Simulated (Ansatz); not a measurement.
SrTaO3:
```yaml
crystal:
  lattice:
    - [4.01742, 0.00000, 0.00000]
    - [0.00000, 4.01742, 0.00000]
    - [0.00000, 0.00000, 4.01742]
  atoms:
    - { symbol: Sr, position: [0.00000, 0.00000, 0.00000] }
    - { symbol: Ta, position: [0.50000, 0.50000, 0.50000] }
    - { symbol: O, position: [0.50000, 0.50000, 0.00000] }
    - { symbol: O, position: [0.00000, 0.50000, 0.50000] }
    - { symbol: O, position: [0.50000, 0.00000, 0.50000] }
```

Relaxed with PBEsol. Special points in fractions of this cell's reciprocal vectors: Γ (0.000, 0.000, 0.000); X (0.000, 0.500, 0.000); M (0.500, 0.500, 0.000); R (0.500, 0.500, 0.500).

Task: List the band energies nearest the Fermi level at these points for PBEsol with spin–orbit coupling in the plane-wave PAW code Ansatz.

Result: In eV from the Fermi level; about four levels below and three above (degenerate sets whole), none deeper than 8.9 eV; points with the same levels are listed once.

| k | below | above |
|---|---|---|
| Γ | -1.57 -1.57 -1.57 -1.57 -1.24 -1.24 | 0.84 0.84 0.96 0.96 0.96 0.96 |
| X | -4.89 -4.89 -1.08 -1.08 | 1.36 1.36 1.63 1.63 |
| M | -5.62 -5.62 -4.46 -4.46 | 1.38 1.38 1.61 1.61 |
| R | -4.38 -4.38 -4.38 -4.38 | 2.19 2.19 2.27 2.27 2.27 2.27 |

Space group Pm-3m (cubic perovskite). The first step of the workflow began from a Materials Project structure, measured or hypothetical; the Crystallography Open Database copy checked does not list it. Whether it is the stable phase at ambient conditions was not checked. Symmetry was held in the PBEsol relaxation; whether a distortion lowers the energy is not shown. No spin polarisation was allowed. With an odd number of electrons in the cell and no spin polarisation, the count alone makes it a metal.

Potentials: the later of the program's two PAW sets.
